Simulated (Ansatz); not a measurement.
Co (diamond): energy against volume

Computed with DFT, r2SCAN, plane waves (500 eV) with PAW, scalar-relativistic in Ansatz 0.2.0. The PAW files were generated under PBE, with cores re-solved for the functional.

The cell is scaled uniformly from the relaxed one, with fractional coordinates and shape fixed. Energies are extrapolated to zero smearing, pressures are those at the given smearing. Magnetic state: spin not included. It is not the lowest magnetic state of this structure.

A Birch-Murnaghan fit gives V₀ = 14.23 Å³/atom, B₀ = 151 GPa, B₀′ = 4.6.

(1) What are the energy above the minimum and the pressure at 12.576 Å³/atom?

(2) What are the energy above the minimum and the pressure at 13.719 Å³/atom?

(3) What are the energy above the minimum and the pressure at 14.863 Å³/atom?

## Answers

(1) 114.5 meV/atom and 25.38 GPa as computed.

(2) 9.3 meV/atom and 6.58 GPa as computed.

(3) 12.1 meV/atom and -5.38 GPa as computed.
